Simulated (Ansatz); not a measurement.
Ansatz input

```yaml
crystal:
  lattice:
    - [0.0, 2.4777668237, 2.4777668237]
    - [2.4777668237, 0.0, 2.4777668237]
    - [2.4777668237, 2.4777668237, 0.0]
  atoms:
    - { symbol: Cr, position: [0.125, 0.125, 0.125], spin: 1.347 }
    - { symbol: Cr, position: [0.875, 0.875, 0.875], spin: -1.347 }
hamiltonian:
  xc: mr2scan
  pseudopotentials:
    kind: paw
    azcp:
      Cr: "pseudopotentials/Cr.paw.azcp"
basis:
  ecutwfc: 500
  fft_grid_basis: typed
kpoints:
  mp_grid: { grid: [12, 12, 12], shift: [0, 0, 0] }
magnetization:
  spin_polarized: true
scf:
  occupations: { method: fermi_dirac, width: 0.05 }
  lower_state_search: "off"
output:
  stress: true
```

and its output:

```
Engine: ansatz 0.2.0, aarch64-unknown-linux-gnu
Pseudopotentials: kind: paw
Pseudopotential: Cr, paw, valence charge 14, recommended cutoff 500 eV (meta_gga) 
Functional definition: m-r2SCAN
  exchange = m_r2scan_x
  correlation = m_r2scan_c
Crystal: 2 atoms, lattice volume = 30.424 Å³
Basis set: ecut = 500 eV, 749 PW (Γ), exchange–correlation on 108×108×108 points (64 copies of the dense FFT grid, shifted against one another)
Bands: 20, of which v1, the nominal top of the filled ones, is band 14 counted from 1 (13 counted from 0)
Symmetry: 24 space group operations
Space group: F-43m (ITA 216), of the structure as read, at distance tolerance 3.1e-5 Å
Magnetic group: BNS 227.130 (UNI 1632), of the structure as read, at distance tolerance 3.1e-5 Å
k-points: 72 of 1728 (time reversal used)
Non-local potential: Cr, projectors of the file, l = 0: 3, l = 1: 2, l = 2: 3, l = 3: 1
PAW form: soft (Blöchl's): semilocal exchange-correlation on the pseudo side does not see the compensation charge
PAW frozen core: Cr, regenerated for the run's functional (the file was generated under x = pbe(κ = 0.804, μ = 0.2195149727645171), c = pbe(β = 0.06672455060314922))
PAW one-centre angular grid: Cr, 590 points (default); XC on 160 Gauss nodes
Initial density: superposition of atomic densities (chi_scale 0.1, normalization cell)
Starting moments: Σ|m| = 2.694 μB on 2 of 2 sites
Starting magnetic order: antiferromagnet; an inversion exchanges its spin sublattices: spin-degenerate at every k-point
Initial wavefunctions: pseudopotential atomic-orbital guess
Functional: x = mr2scan, c = mr2scan; τ floored in thin density (d = 2e-4 eV/Å³)
SCF iter   1: F=-6758.447255 eV  HF=-6760.521463 eV  |F-HF|=2.07e0  |Δ(HF+E_count)|=         —  Δρ=6.08e-2 (↑6.08e-2 ↓6.08e-2)  dr2=2.79e0  dr2_τ=1.72e-2  dr2_m=2.05e-1  M=0.000 μB ∫|m|=2.192 μB  β_m=0.30  ethr=3.10e-3  ⟨swp⟩=3.1  Hψ=11459  notcnv=0
spin=Collinear: Kerker preconditioning applied to the charge; magnetization (m = ρ↑ − ρ↓) channel mixes plain (no charge-response kernel on spin).
SCF iter   2: F=-6759.907867 eV  HF=-6760.033189 eV  |F-HF|=1.25e-1  |Δ(HF+E_count)|=   4.88e-1  Δρ=2.92e-2 (↑2.92e-2 ↓2.92e-2)  dr2=5.52e-1  dr2_τ=1.44e-2  dr2_m=5.34e-2  M=0.000 μB ∫|m|=2.324 μB  β_m=0.30  ethr=3.10e-3  ⟨swp⟩=2.7  Hψ=6928  notcnv=0  defer=80  κ⁻¹=1.0e0(r=1)
SCF iter   3: F=-6760.157328 eV  HF=-6760.084053 eV  |F-HF|=7.33e-2  |Δ(HF+E_count)|=   5.09e-2  Δρ=1.34e-2 (↑1.34e-2 ↓1.34e-2)  dr2=5.51e-2  dr2_τ=4.32e-3  dr2_m=1.78e-2  M=0.000 μB ∫|m|=2.369 μB  β_m=1.00  ethr=1.97e-3  ⟨swp⟩=2.2  Hψ=5634  notcnv=0  defer=78  κ⁻¹=3.2e-3(r=2)
SCF iter   4: F=-6760.157160 eV  HF=-6760.187830 eV  |F-HF|=3.07e-2  |Δ(HF+E_count)|=   1.04e-1  Δρ=7.08e-3 (↑7.08e-3 ↓7.06e-3)  dr2=3.46e-2  dr2_τ=5.15e-4  dr2_m=3.84e-3  M=0.000 μB ∫|m|=2.469 μB  β_m=1.00  ethr=1.97e-4  ⟨swp⟩=2.3  Hψ=6551  notcnv=0  defer=76  κ⁻¹=5.3e-4(r=3)
SCF iter   5: F=-6760.174189 eV  HF=-6760.175166 eV  |F-HF|=9.77e-4  |Δ(HF+E_count)|=   1.27e-2  Δρ=1.94e-3 (↑1.94e-3 ↓1.94e-3)  dr2=4.57e-3  dr2_τ=1.11e-4  dr2_m=1.53e-5  M=-0.000 μB ∫|m|=2.470 μB  β_m=1.00  ethr=1.24e-4  ⟨swp⟩=2.2  Hψ=5463  notcnv=0  defer=72  κ⁻¹=1.0e-5(r=4)
SCF iter   6: F=-6760.174603 eV  HF=-6760.175225 eV  |F-HF|=6.22e-4  |Δ(HF+E_count)|=   5.89e-5  Δρ=1.47e-3 (↑1.24e-3 ↓1.47e-3)  dr2=1.99e-3  dr2_τ=1.02e-5  dr2_m=8.02e-5  M=0.000 μB ∫|m|=2.457 μB  β_m=0.30  ethr=1.63e-5  ⟨swp⟩=2.4  Hψ=5622  notcnv=0  defer=74
...
SCF iter  16: F=-6760.180653 eV  HF=-6760.180652 eV  |F-HF|=9.10e-7  |Δ(HF+E_count)|=   8.22e-5  Δρ=5.84e-5 (↑5.52e-5 ↓5.84e-5)  dr2=2.96e-6  dr2_τ=3.82e-8  dr2_m=1.25e-7  M=-0.000 μB ∫|m|=1.707 μB  β_m=0.30  ethr=2.20e-8  ⟨swp⟩=2.9  Hψ=5406  notcnv=0  defer=74  κ⁻¹=5.9e-5(r=8)
SCF iter  17: F=-6760.180630 eV  HF=-6760.180627 eV  |F-HF|=3.26e-6  |Δ(HF+E_count)|=   2.53e-5  Δρ=8.18e-5 (↑6.28e-5 ↓8.18e-5)  dr2=2.23e-7  dr2_τ=3.89e-8  dr2_m=1.41e-6  M=-0.000 μB ∫|m|=1.734 μB  β_m=0.40  ethr=1.06e-8  ⟨swp⟩=2.5  Hψ=4821  notcnv=0  defer=74  κ⁻¹=8.6e-5(r=8)
SCF iter  18: F=-6760.180648 eV  HF=-6760.180646 eV  |F-HF|=2.07e-6  |Δ(HF+E_count)|=   1.92e-5  Δρ=9.00e-5 (↑8.50e-5 ↓9.00e-5)  dr2=2.61e-7  dr2_τ=6.29e-8  dr2_m=2.05e-6  M=-0.000 μB ∫|m|=1.715 μB  β_m=0.30  ethr=3.57e-10  ⟨swp⟩=4.9  Hψ=10060  notcnv=0  κ⁻¹=1.2e-4(r=8)
SCF iter  19: F=-6760.180667 eV  HF=-6760.180666 eV  |F-HF|=1.16e-6  |Δ(HF+E_count)|=   1.97e-5  Δρ=7.65e-5 (↑7.25e-5 ↓7.65e-5)  dr2=4.12e-7  dr2_τ=4.55e-8  dr2_m=1.41e-6  M=-0.000 μB ∫|m|=1.690 μB  β_m=0.30  ethr=7.95e-10  ⟨swp⟩=3.0  Hψ=5826  notcnv=0  defer=74  κ⁻¹=2.2e-6(r=8)
SCF iter  20: F=-6760.180685 eV  HF=-6760.180685 eV  |F-HF|=5.40e-8  |Δ(HF+E_count)|=   1.92e-5  Δρ=6.37e-5 (↑6.23e-5 ↓6.37e-5)  dr2=7.52e-7  dr2_τ=3.11e-8  dr2_m=8.75e-7  M=-0.000 μB ∫|m|=1.655 μB  β_m=1.20  ethr=7.95e-10  ⟨swp⟩=3.1  Hψ=5864  notcnv=0  defer=74  κ⁻¹=1.7e-5(r=8)
SCF iter  21: F=-6760.180695 eV  HF=-6760.180695 eV  |F-HF|=1.39e-8  |Δ(HF+E_count)|=   1.02e-5  Δρ=2.48e-5 (↑2.48e-5 ↓2.43e-5)  dr2=5.94e-8  dr2_τ=5.04e-9  dr2_m=1.49e-7  M=-0.000 μB ∫|m|=1.612 μB  β_m=1.20  ethr=3.57e-10  ⟨swp⟩=2.1  Hψ=11412  notcnv=0  κ⁻¹=8.1e-6(r=8)
SCF iter  22: F=-6760.180696 eV  HF=-6760.180696 eV  |F-HF|=9.49e-8  |Δ(HF+E_count)|=   4.38e-7  Δρ=4.99e-6 (↑4.99e-6 ↓4.00e-6)  dr2=5.73e-9  dr2_τ=3.12e-10  dr2_m=2.87e-9  M=-0.000 μB ∫|m|=1.584 μB  β_m=1.20  ethr=2.12e-10  ⟨swp⟩=5.0  Hψ=10308  notcnv=0  κ⁻¹=4.7e-6(r=8)
iter 23 did not close the SCF: its close was put off for a magnetic moment that had not settled (scf_convergence_deferred on its scf_iter line)
SCF iter  23: F=-6760.180695 eV  HF=-6760.180695 eV  |F-HF|=4.96e-8  |Δ(HF+E_count)|=   4.02e-7  Δρ=1.29e-5 (↑1.24e-5 ↓1.29e-5)  dr2=1.18e-8  dr2_τ=1.31e-9  dr2_m=4.06e-8  M=-0.000 μB ∫|m|=1.578 μB  β_m=1.20  ethr=2.05e-11  ⟨swp⟩=4.1  Hψ=8466  notcnv=0  κ⁻¹=1.9e-5(r=8)
SCF iter  24: F=-6760.180696 eV  HF=-6760.180696 eV  |F-HF|=7.04e-10  |Δ(HF+E_count)|=   6.43e-7  Δρ=1.16e-6 (↑1.16e-6 ↓1.10e-6)  dr2=5.85e-10  dr2_τ=2.27e-11  dr2_m=2.97e-11  M=-0.000 μB ∫|m|=1.604 μB  ethr=2.05e-11  ⟨swp⟩=1.5  Hψ=11250  notcnv=0
SCF 1 converged in 24 iterations: F = -6760.180696 eV  dr2 = 5.85e-10
this state was not tested for a lower state beside it, because the mixer in use, unlike msr1, does not test its closes by its own steps (another_mixer; see scf.mixing.algorithm and scf.lower_state_search)
SCF converged after 24 iterations
Magnetization: -0.0000 μB (14.0000 up, 14.0000 down)
Absolute magnetization: 1.6038 μB (∫|ρ↑−ρ↓|, with the PAW one-centre terms)
Spin contamination: 0.3150 ħ² per cell (⟨S²⟩ above its minimum at these occupations)
Per-site moments (μB) at R_I (Å): [(0.7081785788306263, 0.8851462182661224), (-0.7081814298586733, 0.8851462182661224)]
Free energy (F): -6760.180696 eV
Harris-Foulkes:  -6760.180696 eV  (|F-HF|=7.04e-10)
Internal energy: -6760.153993 eV  (E = F + TS)
E sigma→0 (E₀):  -6760.167344 eV
Entropy (-TS):   -0.026703 eV (-13.352 meV/atom)
Fermi energy:    13.557484 eV
--- Per-component energies (eV) ---
  E_band       = -460.524060
  E_kinetic    = 696.111000
  E_local      = -3299.917465  (includes V_loc(G=0)·N_el)
  E_nonlocal   = 172.617057
  E_hartree    = 1429.131301
  E_xc         = -272.609683
  E_vxc        = -397.490070  (∫ρ·V_xc dr)
  E_paw        = -2416.993037  (= ΣΔE_a)
  E_vpaw       = -515.730903  (= ΣTr[D̂ρ^β])
  E_aug_tail   = 0.000488  (compensation charges beyond the density's cutoff)
  E_vtau       = 25.622203  (kinetic-family band-sum trace: ∫τ·v_τ [+ j·A + Jᵃ·Aᵃ] dr)
  E_ewald      = -3067.948999
  E_core_change = -0.544655  (= ΣΔE_core)
  E_smearing   = -0.026703  (= −TS)
  E_closure    = -0.000000  (closes the sum)
  Σ components = -6760.180696   (vs F -6760.180696, Δ=0.00e0)
--- Stress (GPa, compression-positive) ---
        7.027742       0.000000       0.000000
        0.000000       7.027742      -0.000000
        0.000000      -0.000000       7.027742
  P = ⅓ Tr σ = 7.0277 GPa (70.277 kbar)
```
